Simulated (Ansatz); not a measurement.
# Profile along the Tl–Br line in TlBr (CsCl type)

TlBr (CsCl type)

```yaml
crystal:
  lattice:
    - [4.05321, 0.00000, 0.00000]
    - [0.00000, 4.05321, 0.00000]
    - [0.00000, 0.00000, 4.05321]
  atoms:
    - { symbol: Tl, position: [0.00000, 0.00000, 0.00000] }
    - { symbol: Br, position: [0.50000, 0.50000, 0.50000] }
```

Fields along a shortest Tl–Br line of a {110} plane (3.51 Å), from Tl to Br, interpolated on the slice's grid (step about 0.2 Å). The numbers are results of PBE (plane waves to 420 eV, PAW, scalar-relativistic; Ansatz, a quantum-chemistry and plane-wave program), not measurements. k mesh 8×8×8. Inside the PAW spheres the values are not all-electron values, and peaks at nuclei hang on which shells count as valence. Spin-orbit coupling is left out, though Tl is heavy. TlBr was relaxed with its symmetry unable to fall.

| distance from Tl (Å) | valence electron density (e/Å³) | electron localisation function |
|---|---|---|
| 0.00 | 9.05 | x |
| 0.35 | 5.80 | x |
| 0.70 | 2.16 | 0.35 |
| 1.05 | 0.54 | 0.40 |
| 1.40 | 0.14 | 0.20 |
| 1.75 | 0.08 | 0.09 |
| 2.11 | 0.17 | 0.54 |
| 2.46 | 0.51 | 0.85 |
| 2.81 | 1.14 | 0.82 |
| 3.16 | 0.66 | x |
| 3.51 | 0.14 | x |

x: too close to a nucleus for the ELF to mean much.

Density on the Tl–Br line (3.51 Å) at its midpoint: 0.08 e/Å³. ELF at that point: 0.1. Character of the Tl–Br contact (rough rule: ELF there above 0.7 covalent, below 0.2 ionic, polar between): closed-shell (ionic).
